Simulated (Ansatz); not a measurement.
The start is a relaxed Mo2C cell, doubled along one cell vector, shaken by Gaussian noise of σ = 0.08 Å a coordinate. Cell shape, volume and atoms are optimised at zero target pressure with PBEsol (plane waves to 420 eV, PAW, scalar-relativistic; Ansatz, a program for electronic structure). The first steps use a coarse 4×8×8 k-mesh.

The start:
```
Mo2C
1.0
    0.00000     5.28832     5.28832
    2.64416     0.00000     2.64416
    2.64416     2.64416     0.00000
C Mo
2 4
Direct
  0.99854   0.03087   0.98484
  0.48552   0.99757   0.05794
  0.11527   0.25234   0.25196
  0.64685   0.22891   0.24229
  0.38159   0.70677   0.74101
  0.86302   0.75856   0.78021
```

| Quantity | Result |
|---|---|
| Initial pressure | +5 GPa (positive: the cell is compressed) |
| Largest initial force | about 1.6 eV/Å, on Mo5 (atoms numbered as listed) |
| Energy released | 0.80 eV/atom |
| Volume change | -1.4 %, from 12.32 to 12.15 Å³/atom |
| Relative to the parent | It does not go back: it reaches R-3m (No. 166), 0.74 eV/atom below the parent |
| Shortest distances (start → end) | The closest pairs of elements (up to four, under 3.6 Å), start → end: C–Mo 2.10 → 2.10 Å; Mo–Mo 2.47 → 2.91 Å; C–C 3.56 → 2.96 Å |
| Band gap at the end | zero (metallic) |
| Optimiser moves | 30 |

It ends as:

Space group R-3m, hexagonal axes (No. 166); a = 2.963 Å, b = 2.963 Å, c = 14.376 Å, α = 90.00°, β = 90.00°, γ = 120.00°

```
atom  site  symmetry       x       y       z
----  ----  --------  ------  ------  ------
C       3b       -3m  0.0000  0.0000  0.5000
Mo      6c        3m  0.0000  0.0000  0.2516
```
(The calculation used a cell of 3 atoms; values per cell refer to that cell.)

Final values are on a 18×18×18 k-mesh of the relaxed cell. No spin polarisation in the result.

The relaxed structure here is a generated cell of Mo2C: the first start was made by placing the elements on the sites of a structure type, and the end was not matched to a known phase here, so it may be hypothetical.
